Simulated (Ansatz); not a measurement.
Mg3TiNO3 in space group P4/mmm (No. 123; Pearson symbol tP8), DFT-PBE in the program Ansatz with PAW potentials, all energies at zero smearing, with the estimated change up to a 700 eV cutoff added, with one set of potentials and settings (totals compare only within such a set). Cell of 8 atoms (1 Ti, 1 N, 3 Mg, 3 O): -10368.690 eV.

```csv
element,reference phase,E (eV/atom)
Ti,"P6/mmm, 3 atoms in the cell",-2499.6763
N,"Pa-3, 8 atoms in the cell",-384.0342
Mg,"P6_3/mmc, 2 atoms in the cell",-1923.8027
O,"C2/m, 4 atoms in the cell, spin-polarised",-565.0042
```

Formation energy per atom, worked out: (-10368.690 − 1×(-2499.6763) − 1×(-384.0342) − 3×(-1923.8027) − 3×(-565.0042))/8 = -2.320 eV/atom (-224 kJ per mol of atoms), at 0 K, without zero-point energy or fitted corrections.

The start of the workflow was typed in or built on a structure type; neither database checked (COD, Materials Project) lists it. Whether it is the stable phase at ambient conditions was not checked. The cell was relaxed with PBE under the symmetry of its start; whether a distortion lowers the energy is not shown. The workflow began spin-polarised and lost its moments. The cell computed holds one magnetic atom, so no antiferromagnetic order was within reach. The references are the lowest solids computed at this level, not always the standard phases (solids in place of the gases).

Potentials: the earlier of the program's two PAW sets.
